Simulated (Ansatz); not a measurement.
Here is the system:

LaAs₁₂Ru₄:
```cif
data_As24La2Ru8
_chemical_formula_sum 'La2 As24 Ru8'
_space_group_name_H-M_alt 'Im-3'
_space_group_IT_number 204
_space_group_name_Hall '-I 2 2 3'
_cell_length_a 8.60032
_cell_length_b 8.60032
_cell_length_c 8.60032
_cell_angle_alpha 90.000
_cell_angle_beta 90.000
_cell_angle_gamma 90.000
loop_
_atom_site_label
_atom_site_type_symbol
_atom_site_symmetry_multiplicity
_atom_site_Wyckoff_symbol
_atom_site_fract_x
_atom_site_fract_y
_atom_site_fract_z
_atom_site_occupancy
La1 La 2 a 0.00000 0.00000 0.00000 1
As1 As 24 g 0.00000 0.15067 0.34951 1
Ru1 Ru 8 c 0.25000 0.25000 0.25000 1
```
(The calculation used a cell of 17 atoms; values per cell refer to that cell.)

This is the PBE-relaxed structure.

Q: All from plane-wave PAW PBE (Ansatz code), unless another level is named. Give the electronic character.

A: metallic (no gap).

Q: Next, the formation energy from the elements (no fitted shifts)?

A: -0.48 eV/atom.

Q: What about the density of states at the Fermi level?

A: 0.51 states/eV per atom (mean over ±0.08 eV).

Q: What about the gap with spin–orbit coupling?

A: none (metallic).

The start of the workflow was typed in or built on a structure type; neither database checked (COD, Materials Project) lists it. Whether it is the stable phase at ambient conditions was not checked. Symmetry was held in the PBE relaxation; its stability against distortions is not shown here. No spin polarisation was allowed. The references are the lowest solids computed at this level, not always the standard phases. Spin–orbit coupling is left out wherever it is not named.

Potentials: the later of the program's two PAW sets.
